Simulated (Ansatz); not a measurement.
Crystals of one structure type (rock salt), relaxed and computed with plane-wave PAW HSE06 (Ansatz code).

| crystal | a (Å) | gap (eV) | B₀ by P(V) fit (GPa) |
|---|---|---|---|
| LiCl | 5.114 | 7.78 | 33.5 |
| KCl | 6.345 | 6.41 | 17.2 |
| RbCl | … | … | … |
| AgCl | 5.603 | 2.42 | 41.9 |
| RbBr | 6.975 | 5.38 | 12.6 |

Q: Some entries are withheld; supply them.

A: 
- RbCl, a (Å): 6.659
- RbCl, gap (eV): 6.18
- RbCl, B₀ by P(V) fit (GPa): 15.0

All cells were relaxed under the symmetry of their starts (and spin orders); stability against distortions was not tested throughout. Rows with no word on spin ran without spin polarisation. Scalar-relativistic: spin–orbit coupling is off unless named, which matters more the heavier the elements.

Potentials: the later of the program's two PAW sets.
